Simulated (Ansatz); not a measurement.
Bi2Se3 (Bi2Te3 type, space group R-3m)

```
Bi2Se3
1.0
    2.07220     1.19638     9.48183
   -2.07220     1.19638     9.48183
    0.00000    -2.39277     9.48183
Bi Se
2 3
Direct
  0.40088   0.40088   0.40088
  0.59912   0.59912   0.59912
  0.00000   0.00000   0.00000
  0.21052   0.21052   0.21052
  0.78948   0.78948   0.78948
```

The volume is varied about the relaxed value V₀ at fixed cell shape. The atoms relax within the cell's symmetry.

Level of theory: PBE-D3(BJ) (plane waves to 420 eV, PAW, scalar-relativistic; Ansatz, a first-principles code). k mesh 9×9×9 (Γ-centred), Fermi-Dirac smearing 0.05 eV. The energy includes the smearing's −TS. Compression counts positive. With the shape held, the modulus is that of even scaling; a crystal free to change shape is softer. Bi2Se3 was relaxed with its symmetry unable to fall. Spin-orbit coupling is left out, though Bi is heavy. The PAW data are Ansatz's earlier set. The zero of ΔE is the relaxed starting cell.

```tsv
V (Å³/atom)	ΔE (meV/atom)
23.695	139.7
24.598	82.0
25.500	withheld
26.403	17.3
27.306	4.0
28.208	0.0
29.111	3.3
30.014	12.3
30.916	25.6
31.819	42.2
32.722	61.2
```

Problem. Fit a third-order Birch-Murnaghan form (E₀, V₀, B₀, B₀′ free) to the given rows and predict ΔE at V = 25.500.

Solution. Least squares on the 10 given rows: ΔE = E₀ + (9V₀B₀/16)·y²·[2 + (B₀′ − 4)y], y = (V₀/V)^(2/3) − 1, with V₀ = 28.222 Å³/atom, B₀ = 39.82 GPa (160.2 GPa = 1 eV/Å³; the term in eV is multiplied by 1000), B₀′ = 6.57, E₀ = 0.11 meV/atom; root-mean-square residual 0.13 meV/atom. At 25.500 the fit gives 42.2 meV/atom; the calculation gives 42.3 meV/atom, so the interpolation is off by -0.1 (-0.2 %). For the pressure the fit gives 5.6 GPa against the computed 5.7 GPa.

(Under strain, the slope of the energy per volume gives the stress and its curvature an elastic modulus.)
